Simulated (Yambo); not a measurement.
G0W0@LDA for K₂Te (anti-fluorite, space group Fm-3m, No. 225) in Yambo. Reference settings: 2×2×2 Γ-centred k mesh, 189 bands and a 7 Ry block in the screening, 189 bands in G with the Bruneval-Gonze terminator, plasmon pole fitted at 27.2 eV. The LDA gap X → Γ on this mesh is 2.16 eV; G0W0 gaps are taken between the same points.

Gap (X → Γ) in eV against the number of bands and the screening block, terminator on:

```
bands (W and G)   2 Ry   3 Ry   4 Ry   6 Ry   7 Ry
---------------  -----  -----  -----  -----  -----
41               3.794  3.822  3.866  3.890  3.894
66               3.762  3.818  3.891  3.933  3.944
103              3.754  3.816  3.911  3.969  3.984
145              3.754  3.818  3.915  3.986  4.006
189              3.753  3.821  3.926  4.001  4.025
```

Rough cost of the Yambo step against the reference (shared machines):

```tsv
bands (W and G)	2 Ry	3 Ry	4 Ry	6 Ry	7 Ry
41	1/5	1/5	1/4	1/4	1/3
66	1/4	1/4	1/3	1/3	1/3
103	1/3	1/2	1/2	1/2	~1
145	~1	~1	~1	~1	~1
189	~1	~1	~1	~1	1
```

At the largest block the last step in bands moves the gap by 0.019 eV; at the most bands the last step in the block moves it by 0.024 eV.

Without spin-orbit coupling, band edges of such heavy elements can be off by tenths of an eV.

The standard potential for Te keeps a d shell in the valence without the s and p states of that shell. In tests on such compounds this moved G0W0 gaps by up to about 0.9 eV, so absolute quasiparticle energies here are unreliable; differences between settings are what counts.

Geometry relaxed with LDA; primitive cell a = b = c = 5.6016 Å, α = β = γ = 60.00°.
